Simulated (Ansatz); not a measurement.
Cs2AgBiBr6 (double-perovskite type, space group Fm-3m)

```
Cs2AgBiBr6
1.0
    0.00000     5.73848     5.73848
    5.73848     0.00000     5.73848
    5.73848     5.73848     0.00000
Cs Ag Bi Br
2 1 1 6
Direct
  0.25000   0.25000   0.25000
  0.75000   0.75000   0.75000
  0.50000   0.50000   0.50000
  0.00000   0.00000   0.00000
  0.74863   0.25137   0.25137
  0.25137   0.74863   0.74863
  0.25137   0.74863   0.25137
  0.74863   0.25137   0.74863
  0.25137   0.25137   0.74863
  0.74863   0.74863   0.25137
```

The slice is a {110} plane (indices of the conventional cell) through the point (0.251, 0.251, 0.749) (fractional), spanned by u = [100] and v = [1 -1 -1] in vectors of this cell: u (8.12 Å) and v (11.48 Å, at 90° to u). It covers one period; positions are fractions (u, v).

Level of theory: PBE (plane waves to 420 eV, PAW, scalar-relativistic; Ansatz, a first-principles code). k mesh 5×5×5. Inside the PAW spheres the values are not all-electron values, and peaks at nuclei hang on which shells count as valence. Cs2AgBiBr6 was relaxed with its symmetry unable to fall. Spin-orbit coupling is left out, though Bi is heavy.

**Question.** Predict the map of the density of the lowest conduction band (whole band as if filled, smooth part) on the slice.

**Answer.** 
```
|:==:.....-+-+%: ... .*#|
|=-:.......:=+-. ...  :+|
|..         ..         .|
|                       |
|                       |
|                       |
|                       |
|                       |
|                       |
|                       |
|                       |
|                       |
|..    .    ..         .|
|++:  ... .=+=:.......:-|
|-%+. ... -%+-+:.....:==|
| ##...:. =@:.+-.....:+-|
|-%+. ... -%+-+:.....:==|
|++:  ... .=+=:.......:-|
|..    .    ..         .|
|                       |
|                       |
|                       |
|                       |
|                       |
|                       |
|                       |
|                       |
|                       |
|..         ..         .|
|=-:.......:=+-. ...  :+|
|:==:.....-+-+%: ... .*#|
| =+:....:=*.:@- ... .%*|
```
Scale: ten equal steps from 0.000 (start of ' ') to 0.027 (end of '@'), in the order ' .:-=+*#%@'. Values: density of the lowest conduction band (whole band as if filled, smooth part) in e/Å³. The map has 23 points along u (one character each, u = 0 at the left) and 32 along v (v = 0 in the bottom row).
